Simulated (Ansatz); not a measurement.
GeSe:
```yaml
crystal:
  lattice:
    - [3.79574, 0.00000, 0.00000]
    - [-1.89787, 3.28721, 0.00000]
    - [0.00000, 0.00000, 3.67705]
  atoms:
    - { symbol: Ge, position: [0.00000, 0.00000, 0.00000] }
    - { symbol: Se, position: [0.66667, 0.33333, 0.50000] }
```

Relaxed with PBE. Special points in fractions of this cell's reciprocal vectors: Γ (0.000, 0.000, 0.000); M (0.500, 0.000, 0.000); K (0.333, 0.333, 0.000); A (0.000, 0.000, 0.500); L (0.500, 0.000, 0.500); H (0.333, 0.333, 0.500).

List the band energies nearest the Fermi level at these points for PBE in the plane-wave PAW code Ansatz.

In eV from the Fermi level; about four levels below and three above (degenerate sets whole), none deeper than 8.9 eV; points with the same levels are listed once.

```json
[
 {"k": "Γ", "below": "-5.74 -2.76 -1.50 -1.50", "above": "2.99 2.99 4.58"},
 {"k": "M", "below": "-8.65 -2.91 -1.93 -1.20", "above": "2.05 2.52 4.77"},
 {"k": "K", "below": "-8.69 -4.92 -0.89", "above": "0.73 1.48 2.24"},
 {"k": "A", "below": "-0.52 -0.52", "above": "0.97 1.22 2.77 2.77"},
 {"k": "L", "below": "-7.46 -5.02 -4.80 -1.36", "above": "1.27 2.80 2.81"},
 {"k": "H", "below": "-5.00 -4.77 -2.98 -1.21", "above": "5.31 6.17 9.52"}
]
```

Space group P-6m2. The cell is a constructed one: a structure type filled with these elements; neither database checked (COD, Materials Project) lists it. It is not the phase usual at ambient conditions (space group No. 62). The PBE relaxation kept the symmetry of its start; its stability against distortions is not shown here. Scalar-relativistic: spin–orbit coupling is off unless named, which matters more the heavier the elements.

Potentials: the later of the program's two PAW sets.
